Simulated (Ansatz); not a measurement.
**Optical constants of Co3Ge2**

These are results of Ansatz 0.2.0, DFT LDA, scalar-relativistic, plane waves, PAW, not measurements. Settings: 420 eV plane-wave cutoff, Γ-centred 12×12×8 mesh, Gaussian smearing of 0.20 eV. Collinear spin, site moments 0.5, 0.5, 0.2, 0.0, 0.0 μB.

Equilibrium structure at this level:
```xyz
5
Lattice="3.8205 0.0000 0.0000 -1.9103 3.3087 0.0000 0.0000 0.0000 4.7720" Properties=species:S:1:pos:R:3 pbc="T T T"
Co    1.9103    1.1029    1.1661
Co    1.9103    1.1029    3.6059
Co    0.0000    0.0000    2.3860
Ge    0.0000    0.0000    0.0000
Ge    0.0000    2.2058    2.3860
```

In a metal these results depend on the k mesh and the smearing.

Independent-particle response (no local fields, no excitons) on a 18×18×12 mesh, broadened by 0.1 eV; the Drude term is undamped and its weight carries the smearing above, which sets much of it in a semimetal. The run couldn't bound its error over part or most of this range, so small peaks and near ties are unsure. Light polarised along x. ε₁ lacks the small share of bands above those solved.

(1) Tabulate n, κ, the reflectivity and the absorption coefficient against photon energy.

(2) Where is the highest local maximum of ε₂ between 0.3 and 12 eV?

## Answers

(1)
```csv
E (eV),n,κ,R,α (10⁵ cm⁻¹)
0.1,1.03,38.75,1.00,3.93
0.6,3.44,6.51,0.78,3.96
1.1,3.48,3.93,0.61,4.38
1.6,3.07,3.58,0.58,5.80
2.1,2.48,2.47,0.46,5.26
2.6,2.78,2.27,0.43,5.98
3.1,2.84,2.14,0.41,6.71
3.6,2.59,1.98,0.38,7.23
4.1,2.85,2.03,0.40,8.44
4.6,2.91,2.11,0.41,9.86
5.1,2.70,2.63,0.48,13.58
5.6,2.14,2.94,0.54,16.68
6.1,1.60,2.36,0.48,14.57
6.6,1.39,2.34,0.50,15.62
7.1,1.35,1.85,0.40,13.34
7.6,1.37,1.85,0.39,14.28
8.1,1.44,1.86,0.39,15.23
8.6,1.36,1.83,0.39,15.95
9.1,1.26,1.83,0.40,16.88
9.6,1.26,1.77,0.39,17.21
10.1,1.15,1.88,0.44,19.29
10.6,0.91,1.80,0.47,19.36
11.1,0.88,1.64,0.43,18.47
11.6,0.79,1.67,0.47,19.58
```

(2) At 1.2 eV, where ε₂ = 28.4.

Cost: 1 run of about 42 core-minutes, on Intel Xeon Processor @ 2.70GHz (shared hosts).